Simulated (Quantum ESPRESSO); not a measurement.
```
CELL_PARAMETERS angstrom
      2.05177     1.18459     6.88972
     -2.05177     1.18459     6.88972
      0.00000    -2.36918     6.88972
ATOMIC_POSITIONS crystal
  O  0.00000 0.00000 0.00000
  Cs 0.26039 0.26039 0.26039
  Cs 0.73961 0.73961 0.73961
```

Cell and atoms were relaxed with PBEsol from Materials Project entry mp-7988, within its symmetry.

What does PBEsol (Quantum ESPRESSO, PseudoDojo norm-conserving, 84 Ry, no spin-orbit coupling) give for the electronic structure near the Fermi level?

The PBEsol gap is indirect, 0.96 eV, from L to Γ; the smallest direct gap is 1.55 eV.
